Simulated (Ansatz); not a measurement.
BaO2:
```
BaO2
1.0
   -1.88679     1.88679     3.37730
    1.88679    -1.88679     3.37730
    1.88679     1.88679    -3.37730
Ba O
1 2
Direct
  0.00000   0.00000   0.00000
  0.39124   0.39124   0.00000
  0.60876   0.60876   0.00000
```

Relaxed with PBEsol.

Map the electron localisation function on the plane through (0.000, 0.000, 0.000) spanned by u = [1, 1, 0] and v = [1, -1, 0] in lattice vectors, from plane-wave PAW PBEsol (Ansatz code).

x is the fraction of u, y of v (the angle between them is 90°; rows are the nearest grid lines); atoms in the plane: Ba at (0.00, 0.00), Ba at (0.50, 0.50), O at (0.39, 0.00), O at (0.89, 0.50), O at (0.11, 0.50), O at (0.61, 0.00).
```
|00289951147763247774236774115998200|
|00389951147876567776567874115998300|
|23799940148999886568899984104999732|
|99998520026899963136999862002589999|
|99875210014676531013567641001257899|
|55421100001222110001122210000112455|
|11111110000001122222110000001111111|
|00134442000013577877531000024443100|
|12578875200147999999974100257887521|
|46899998410489986568998401489999864|
|66778898411599951015999511489887766|
|77534687411599820002899511478643577|
|77534687411599820002899511478643577|
|66778898411599951015999511489887766|
|46899998410489986568998401489999864|
|12578875200147999999974100257887521|
|00134442000013577877531000024443100|
|11111110000001122222110000001111111|
|55421100001222110001122210000112455|
|99875210014676531013567641001257899|
|99998520026899963136999862002589999|
|23799940148999886568899984104999732|
|00389951147876567776567874115998300|
|00289951147763247774236774115998200|
```
Scale: ten equal steps from -0.004 (start of '0') to 0.874 (end of '9'), in the order '0123456789'; x runs from 0.000 to 1.00, y from 0.000 (bottom) to 1.00 (top).

The density is the valence pseudo-density with augmentation charge, so density and ELF within about 1 Å of a nucleus are not all-electron values.

Space group I4/mmm (MoSi2 or CaC2 type). The workflow started from a Materials Project entry (that database holds measured and hypothetical structures alike); the Crystallography Open Database files this formula in space group No. 139, but the cells were not matched. Whether it is the stable phase at ambient conditions was not checked. The cell was relaxed with PBEsol under the symmetry of its start; whether a distortion lowers the energy is not shown. Spin–orbit coupling is left out wherever it is not named.

Potentials: the later of the program's two PAW sets.
